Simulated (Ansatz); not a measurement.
A crystal relaxed with r2SCAN in the plane-wave code Ansatz has space group I-4m2 (No. 119) and a = 4.013 Å, c = 17.049 Å.

| atom | site | x | y | z |
| --- | --- | --- | --- | --- |
| P | 4e | 0.0000 | 0.0000 | 0.1727 |
| Xx | 2c | 0.0000 | 0.5000 | 0.2500 |
| Xx | 4f | 0.5000 | 0.0000 | 0.4045 |
| Sb | 2b | 0.5000 | 0.5000 | 0.0000 |

The r2SCAN gap is direct at Γ: 0.83 eV. The HSE06 gap is direct at Γ: 1.21 eV. Meshes: r2SCAN 10×10×10, HSE06 6×6×6.

Question: Which element is Xx?
A. Al
B. In
C. B
D. Ga

Answer: D. Xx is Ga: Ga3SbP2 as one 6-atom ordering (I-4m2) on the zincblende lattice. Around P lie 4 Ga at 2.40 Å; around Ga lie 4 P at 2.40 Å; around Ga lie 2 P at 2.40 Å and 2 Sb at 2.58 Å; around Sb lie 4 Ga at 2.58 Å.

Values at 0 K without nuclear motion; spin polarisation is off, and the phase may be a hypothetical one.

Spin-orbit coupling is left out, which matters wherever the heavy atoms make up the band edges.
